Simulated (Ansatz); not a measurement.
A geometry of Nb away from equilibrium: step 2 of the relaxation of a relaxed Nb cell displaced along its unstable phonon at q = (½, 0, 0) of its primitive reciprocal cell (145i cm⁻¹), largest move 0.15 Å. Computed with PBEsol (plane waves to 420 eV, PAW, scalar-relativistic; Ansatz, a program for electronic structure). Γ-centred k-mesh 4×8×12 on the run's cell (coarser than for final values), Fermi–Dirac smearing 0.05 eV.

```
Nb
1.0
    9.55716     0.00905     0.00000
   -2.38537     4.13158     0.00000
    0.00000     0.00000     2.67621
Nb
6
Cartesian
  0.00000   0.00000  -0.01837
  4.77858   0.00453   0.01837
  0.02451   2.76854   1.68703
  4.80309   2.77307   0.98919
  2.36870   1.36757   0.98919
  7.14728   1.37210   1.68703
```

**Question.** Which atoms carry the largest force, and which way does it point?

**Answer.** 0.23 eV/Å, on Nb3, Nb4, Nb5, Nb6 (atoms numbered as listed); on Nb3 its components are (0.18, 0.10, 0.10).

**Question.** What is the pressure?

**Answer.** +0.9 GPa, compression positive.

No spin polarisation in the result.

The run could not lose the symmetry of its start, so the end can be a saddle point.

The end of the path is a generated cell of Nb: the first start was made by placing the elements on the sites of a structure type, and the end was not matched to a known phase here, so it may be hypothetical. Known forms of Nb include space group No. 229.
